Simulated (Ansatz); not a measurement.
Relaxed-ion elastic tensor of CuCl (zinc blende, F-43m) in GPa (Voigt order), LDA in the plane-wave PAW code Ansatz; density 4.66 g/cm³, 17.65 Å³ per atom.

```
83.7  69.7  69.7   0.0   0.0   0.0
69.7  83.7  69.7   0.0   0.0   0.0
69.7  69.7  83.7   0.0   0.0   0.0
 0.0   0.0   0.0  18.1   0.0   0.0
 0.0   0.0   0.0   0.0  18.1   0.0
 0.0   0.0   0.0   0.0   0.0  18.1
```

Question: Is the crystal mechanically stable?

Answer: Yes: the smallest eigenvalue of C is 14.0 GPa.

Question: Work out the Voigt, Reuss and Hill averages.

Answer: K_V = 74.3, K_R = 74.3, K_H = 74.3; G_V = 13.7, G_R = 11.1, G_H = 12.4 GPa.

Question: Give Young's modulus, Poisson's ratio, Pugh's ratio and the universal anisotropy index.

Answer: E = 9KG/(3K + G) = 35.2 GPa; ν = 0.42; K/G = 6.01 (ductile by the Pugh limit of 1.75); A_U = 5G_V/G_R + K_V/K_R − 6 = 1.17.

Question: Estimate the sound speeds and the Debye temperature.

Answer: v_l = √((K + 4G/3)/ρ) = 4420 m/s, v_t = √(G/ρ) = 1630 m/s, mean 1850 m/s; Θ = (h/k)(3n/4πV)^(1/3) v_m = 212 K.

Question: Give the Zener ratio and Young's modulus along [100], [110] and [111].

Answer: A = 2C44/(C11 − C12) = 2.59; 1/E = S11 − 2(S11 − S12 − S44/2)Γ with Γ = 0, 1/4, 1/3 gives 20.3, 36.7, 50.3 GPa.

The LDA relaxation kept the symmetry of its start; phonons on a q-mesh show no instability. The run is not spin-polarised.

Potentials: the later of the program's two PAW sets.
